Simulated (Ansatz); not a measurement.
As (space group R-3m)

```
As
1.0
    3.76004     2.17086     6.65675
    0.00000     2.17086     6.65675
    0.00000    -2.17086     3.32837
As
4
Direct
  0.00000   0.23051   0.23051
  0.50000   0.23051   0.23051
  0.00000   0.76949   0.76949
  0.50000   0.76949   0.76949
```

The atoms are displaced by Q × the pattern below (from a DFPT mode at F = (0.5, 0.5, 0.0), largest move 1; Q in Å), at fixed cell. (q is in reciprocal vectors of the primitive cell; the cell shown is doubled to hold the pattern.)

```
atom      x       y       z
----  -----  ------  ------
As1   0.000   0.882   0.472
As2   0.000  -0.882  -0.472
As3   0.000  -0.882  -0.472
As4   0.000   0.882   0.472
```

These are LDA (plane waves to 420 eV, PAW, scalar-relativistic; Ansatz, a first-principles code) values and carry that method's errors. k mesh 11×11×11 (Γ-centred), Fermi-Dirac smearing 0.05 eV. E stands for the smeared free energy. With partly filled bands, energies and forces of such displacements shift with the k mesh and the smearing. As was relaxed with its symmetry unable to fall. ΔE is measured from the undisplaced structure.

Problem. Predict the ΔE (meV/cell) at Q (Å) = -0.100, -0.050, 0.017, 0.033, 0.067, 0.100.

Solution. 
```csv
Q (Å),ΔE (meV/cell)
-0.100,180
-0.050,43
0.017,5
0.033,19
0.067,78
0.100,180
```

(For displaced atoms, the force is minus the slope of the energy, and its curvature is a force constant, which sets phonon frequencies.)
